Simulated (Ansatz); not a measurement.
InAs (zinc blende)

```yaml
crystal:
  lattice:
    - [0.00000, 3.09316, 3.09316]
    - [3.09316, 0.00000, 3.09316]
    - [3.09316, 3.09316, 0.00000]
  atoms:
    - { symbol: As, position: [0.75000, 0.75000, 0.75000] }
    - { symbol: In, position: [0.00000, 0.00000, 0.00000] }
```

The relaxed cell is deformed in two ways at once: its volume V is scaled, and at that volume it is stretched along z (the c axis of the conventional cell) so that c/a changes. Fractional atomic positions are held.

Computed with PBE (plane waves to 420 eV, PAW, scalar-relativistic; Ansatz, an electronic-structure program). k mesh 9×9×9 (Γ-centred), Fermi-Dirac smearing 0.05 eV. Compression counts positive. With partly filled bands, the response to shear is sensitive to the k mesh, so small differences along c/a are uncertain. At this level the bands of InAs touch or barely overlap; measurements give the solid a gap. InAs was relaxed with its symmetry unable to fall.

At one point of the scan the stress tensor (GPa) is:

```
   -0.4      0.0      0.0
    0.0     -0.4      0.0
    0.0      0.0      0.8
```

Which point is it?
(A) V/V₀ = 1.080, (c/a)/(c/a)₀ = 0.960
(B) V/V₀ = 1.040, (c/a)/(c/a)₀ = 1.000
(C) V/V₀ = 1.040, (c/a)/(c/a)₀ = 0.960
(D) V/V₀ = 1.000, (c/a)/(c/a)₀ = 0.960

D, V/V₀ = 1.000, (c/a)/(c/a)₀ = 0.960

(Under strain, the slope of the energy per volume gives the stress and its curvature an elastic modulus.)
